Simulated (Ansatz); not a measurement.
A distorted cell of TiPd (CsCl type):

```xyz
4
Lattice="6.2035 0.0000 0.0000 0.0000 3.1018 0.0000 0.0000 0.0000 3.1018" Properties=species:S:1:pos:R:3 pbc="T T T"
Ti     1.5509     1.5509     1.5509
Ti     4.6527     1.5509     1.5509
Pd     0.1500     0.0000     0.0000
Pd     2.9518     0.0000     0.0000
```

Method: LDA (plane waves to 420 eV, PAW, scalar-relativistic; Ansatz, a quantum-chemistry and plane-wave program). k mesh 8×15×15 (Γ-centred), Fermi-Dirac smearing 0.05 eV. Compression counts positive. With partly filled bands, energies and forces of such displacements shift with the k mesh and the smearing. TiPd is run without spin polarisation. TiPd was relaxed with its symmetry unable to fall.

Task: Predict the force on every atom, in eV/Å.

Result: 
| atom | Fx | Fy | Fz |
|---|---|---|---|
| Ti1 | 0.000 | 0.000 | 0.000 |
| Ti2 | 0.000 | 0.000 | 0.000 |
| Pd3 | -0.695 | 0.000 | 0.000 |
| Pd4 | 0.695 | 0.000 | 0.000 |

Task: Give the stress tensor in GPa and the pressure.

Result: 
```
    3.5      0.0      0.0
    0.0      0.8      0.0
    0.0      0.0      0.8
```
The pressure, a third of the trace, is 1.7 GPa.

(For displaced atoms, the force is minus the slope of the energy, and its curvature is a force constant, which sets phonon frequencies.)
